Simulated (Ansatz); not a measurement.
Relaxed-ion elastic tensor of Cs (fcc (Cu type), Fm-3m) in GPa (Voigt order), the program Ansatz at the PBEsol level (PAW); density 2.04 g/cm³, 108.42 Å³ per atom.

```
2.4  1.9  1.9  0.0  0.0  0.0
1.9  2.4  1.9  0.0  0.0  0.0
1.9  1.9  2.4  0.0  0.0  0.0
0.0  0.0  0.0  1.6  0.0  0.0
0.0  0.0  0.0  0.0  1.6  0.0
0.0  0.0  0.0  0.0  0.0  1.6
```

Question: Is the crystal mechanically stable?

Answer: Yes: the smallest eigenvalue of C is 0.5 GPa.

Question: Work out the Voigt, Reuss and Hill averages.

Answer: K_V = 2.1, K_R = 2.1, K_H = 2.1; G_V = 1.0, G_R = 0.5, G_H = 0.8 GPa.

Question: Give Young's modulus, Poisson's ratio, Pugh's ratio and the universal anisotropy index.

Answer: E = 9KG/(3K + G) = 2.0 GPa; ν = 0.34; K/G = 2.73 (ductile by the Pugh limit of 1.75); A_U = 5G_V/G_R + K_V/K_R − 6 = 6.06.

Question: Estimate the sound speeds and the Debye temperature.

Answer: v_l = √((K + 4G/3)/ρ) = 1230 m/s, v_t = √(G/ρ) = 609 m/s, mean 684 m/s; Θ = (h/k)(3n/4πV)^(1/3) v_m = 42.7 K.

Question: Give the Zener ratio and Young's modulus along [100], [110] and [111].

Answer: A = 2C44/(C11 − C12) = 6.90; 1/E = S11 − 2(S11 − S12 − S44/2)Γ with Γ = 0, 1/4, 1/3 gives 0.7, 1.7, 3.8 GPa.

Question: Solve the Christoffel equation for the three sound speeds along [100], [110], [111].

Answer: Eigenvalues of C_ijkl n_j n_l equal ρv². In km/s, slowest first: [100] 0.88, 0.88, 1.08; [110] 0.34, 0.88, 1.35; [111] 0.58, 0.58, 1.43.

The workflow started from a Materials Project entry (that database holds measured and hypothetical structures alike); the Crystallography Open Database files this formula in space group No. 225, but the cells were not matched. It is not the phase usual at ambient conditions (space group No. 229). Symmetry was held in the PBEsol relaxation; whether a distortion lowers the energy is not shown. As this level gives no gap, shear constants depend on the k-mesh and smearing (Fermi–Dirac, 0.1 eV here). Scalar-relativistic: spin–orbit coupling is off unless named, which matters more the heavier the elements.

Potentials: the earlier of the program's two PAW sets.
